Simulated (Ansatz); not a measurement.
An Ansatz run that asked for the observables at the nuclei.

```yaml
crystal:
  lattice:
    - [-7.121215, 7.121215, 4.477826]
    - [7.121215, -7.121215, 4.477826]
    - [7.121215, 7.121215, -4.477826]
  atoms:
    - { symbol: Cs, position: [0.864841, 0.584368, 0.0651] }
    - { symbol: Cs, position: [0.519268, 0.799741, 0.9349] }
    - { symbol: Cs, position: [0.549741, 0.114841, 0.780473] }
    - { symbol: Cs, position: [0.334368, 0.769268, 0.219527] }
    - { symbol: Cs, position: [0.215202, 0.438274, 0.583491] }
    - { symbol: Cs, position: [0.854783, 0.631711, 0.416509] }
    - { symbol: Cs, position: [0.381711, 0.465202, 0.276928] }
    - { symbol: Cs, position: [0.188274, 0.104783, 0.723072] }
    - { symbol: Cs, position: [0.980171, 0.980171, 0.0] }
    - { symbol: Cs, position: [0.730171, 0.230171, 0.5] }
    - { symbol: Na, position: [0.235691, 0.735691, 0.5] }
    - { symbol: Na, position: [0.485691, 0.485691, 0.0] }
    - { symbol: W, position: [0.859986, 0.265854, 0.193692] }
    - { symbol: W, position: [0.072162, 0.666294, 0.806308] }
    - { symbol: W, position: [0.416294, 0.109986, 0.094132] }
    - { symbol: W, position: [0.015854, 0.322162, 0.905868] }
    - { symbol: W, position: [0.286625, 0.101734, 0.390743] }
    - { symbol: W, position: [0.710991, 0.895882, 0.609257] }
    - { symbol: W, position: [0.645882, 0.536625, 0.684891] }
    - { symbol: W, position: [0.851734, 0.960991, 0.315109] }
    - { symbol: "N", position: [0.009738, 0.490072, 0.303786] }
    - { symbol: "N", position: [0.186286, 0.705952, 0.696214] }
    - { symbol: "N", position: [0.455952, 0.259738, 0.019666] }
    - { symbol: "N", position: [0.240072, 0.436286, 0.980334] }
    - { symbol: "N", position: [0.589163, 0.521471, 0.828682] }
    - { symbol: "N", position: [0.692789, 0.760481, 0.171318] }
    - { symbol: "N", position: [0.510481, 0.839163, 0.567692] }
    - { symbol: "N", position: [0.271471, 0.942789, 0.432308] }
    - { symbol: "N", position: [0.910283, 0.259351, 0.03672] }
    - { symbol: "N", position: [0.222631, 0.873563, 0.96328] }
    - { symbol: "N", position: [0.623563, 0.160283, 0.150932] }
    - { symbol: "N", position: [0.009351, 0.472631, 0.849068] }
    - { symbol: "N", position: [0.462625, 0.318072, 0.541066] }
    - { symbol: "N", position: [0.777006, 0.921559, 0.458934] }
    - { symbol: "N", position: [0.671559, 0.712625, 0.644553] }
    - { symbol: "N", position: [0.068072, 0.027006, 0.355447] }
    - { symbol: "N", position: [0.349867, 0.135456, 0.238465] }
    - { symbol: "N", position: [0.896991, 0.111402, 0.761535] }
    - { symbol: "N", position: [0.861402, 0.599867, 0.714411] }
    - { symbol: "N", position: [0.885456, 0.146991, 0.285589] }
kpoints:
  mp_grid: { grid: [4, 4, 4] }
scf:
  occupations: { method: fermi_dirac, width: 0.02 }
hamiltonian:
  xc: r2scan
  pseudopotentials: { kind: paw }
output:
  forces: true
  stress: true
  populations: true
  efg:
    quadrupole_moments_barn: { Cs: -0.00343, Na: 0.104, "N": 0.02044 }
    contact_densities: true
```

```sh
ansatz run input.yaml --threads 1 --pin off --max-ram 3072MiB --backend cpu --events-out ev --progress --plain --runs-dir out
```

**Question.** How does the run end?

**Answer.** It stops for lack of memory under the cap. The program says:

```
memory limit exceeded: the `scf loop` phase needs 3.12 GiB against the run's memory maximum of 3.00 GiB; largest carriers: wavefunctions 0.96 GiB, ion tables 0.75 GiB, eigensolver slots 0.32 GiB, unmodelled-tail allowance 0.28 GiB, density mixer 0.20 GiB …
```
